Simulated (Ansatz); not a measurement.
Ga₄BiAs₃ in space group Amm2 (No. 38; Pearson symbol oS16), LDA in the plane-wave PAW code Ansatz, all energies at zero smearing, with the estimated change up to a 700 eV cutoff added, with one set of potentials and settings (totals compare only within such a set). Cell of 8 atoms (4 Ga, 1 Bi, 3 As): -41236.199 eV.

```
element            reference phase  E (eV/atom)
-------  -------------------------  -----------
Ga       Cmce, 4 atoms in the cell   -3706.9815
Bi       R-3m, 2 atoms in the cell  -12085.8651
As       R-3m, 2 atoms in the cell   -4773.6736
```

Formation energy per atom, worked out: (-41236.199 − 4×(-3706.9815) − 1×(-12085.8651) − 3×(-4773.6736))/8 = -0.173 eV/atom (-17 kJ per mol of atoms), at 0 K, without zero-point energy or fitted corrections.

The workflow started from a Materials Project entry (that database holds measured and hypothetical structures alike); the Crystallography Open Database copy checked does not list it. Its standing as an ambient phase is unchecked. Symmetry was held in the LDA relaxation; of distortions, only those at the zone centre were tested. The references are the lowest solids computed at this level, not always the standard phases. Spin–orbit coupling is left out wherever it is not named.

Potentials: the later of the program's two PAW sets.
